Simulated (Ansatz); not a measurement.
## BiTe: moving Te off its site

BiTe, Fm-3m, a = 6.470 Å (as given, not relaxed at this level: -1.7 GPa). The structure is a COD entry; whether it is the stable form wasn't checked. Ansatz: PBEsol, PAW, 420 eV, Γ-centred 14×14×14 mesh on 2 atoms, Gaussian smearing 0.15 eV; no spin polarisation.

```
Bi Te
1.0
     0.00000    3.23500    3.23500
     3.23500    0.00000    3.23500
     3.23500    3.23500    0.00000
Bi Te
1 1
Direct
  0.00000 0.00000 0.00000
  0.50000 0.50000 0.50000
```

Atom 2 (Te) moves by x along the unit vector (0.000, 1.000, 0.000), with its periodic images; all else is held. y is the free energy of the cell over the start, F the force along the path summed over the moved atoms. Symmetry makes y even in x.

| x (Å) | y (meV) | F (eV/Å) |
| --- | --- | --- |
| -0.3000 | ? | ? |
| -0.1500 | 26.2 | 0.36 |
| 0.0000 | 0.0 | 0.00 |
| 0.0375 | 1.6 | -0.08 |
| 0.0750 | 6.4 | -0.17 |
| 0.1125 | 14.5 | -0.26 |
| 0.1875 | 41.6 | -0.46 |
| 0.2250 | 61.1 | -0.57 |
| 0.2625 | 84.8 | -0.69 |

Problem. Fit y = c2 x² + c4 x⁴ to the energies of the other rows, give the force constant, and predict energy and force of the missing row.

Solution. Least squares on the rows shown. y = 1133 x² + 1421 x⁴. The force constant is 2 c2 = 2.27 eV/Å² (for all images moving together, not for a lone atom). With two atoms in a cubic cell this is the optical mode at Γ (in a metal it hangs on mesh and smearing): ω = 521.5 √(2 c2/μ) = 88 cm⁻¹ for μ = 79.23 u. The force −dy/dx at the missing row is 0.83 eV/Å (computed 0.82). At x = -0.3000 the fit asked for gives 113.5 meV. The run gave 113.0 meV, so the fit is 0.5 meV too high, a small miss on the scale of the series.

Spin–orbit coupling is left out, which can shift energies with elements as heavy as these.